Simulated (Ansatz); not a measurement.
Relaxed-ion elastic tensor of NbAgO3 (cubic perovskite, space group No. 221) in GPa (Voigt order), plane-wave PAW PBEsol (Ansatz code); density 6.70 g/cm³, 12.32 Å³ per atom.

```
     1    2    3     4     5     6
-  ---  ---  ---  ----  ----  ----
1  416  105  105   0.0   0.0   0.0
2  105  416  105   0.0   0.0   0.0
3  105  105  416   0.0   0.0   0.0
4  0.0  0.0  0.0  52.8   0.0   0.0
5  0.0  0.0  0.0   0.0  52.8   0.0
6  0.0  0.0  0.0   0.0   0.0  52.8
```

Is the crystal mechanically stable?

Yes: the smallest eigenvalue of C is 52.8 GPa.

Work out the Voigt, Reuss and Hill averages.

K_V = 209, K_R = 209, K_H = 209; G_V = 93.8, G_R = 71.7, G_H = 82.7 GPa.

Give Young's modulus, Poisson's ratio, Pugh's ratio and the universal anisotropy index.

E = 9KG/(3K + G) = 219 GPa; ν = 0.33; K/G = 2.53 (ductile by the Pugh limit of 1.75); A_U = 5G_V/G_R + K_V/K_R − 6 = 1.54.

Estimate the sound speeds and the Debye temperature.

v_l = √((K + 4G/3)/ρ) = 6900 m/s, v_t = √(G/ρ) = 3510 m/s, mean 3940 m/s; Θ = (h/k)(3n/4πV)^(1/3) v_m = 507 K.

Give the Zener ratio and Young's modulus along [100], [110] and [111].

A = 2C44/(C11 − C12) = 0.34; 1/E = S11 − 2(S11 − S12 − S44/2)Γ with Γ = 0, 1/4, 1/3 gives 373, 172, 146 GPa.

Space group Pm-3m (cubic perovskite). The first step of the workflow began from a Materials Project structure, measured or hypothetical; the Crystallography Open Database copy checked does not list it. COD files the formula under space group No. 57, so this cell is another polymorph or a model. Whether it is the stable phase at ambient conditions was not checked. Symmetry was held in the PBEsol relaxation. At this level the phase is dynamically unstable (imaginary phonons). The run is not spin-polarised.

Potentials: the later of the program's two PAW sets.
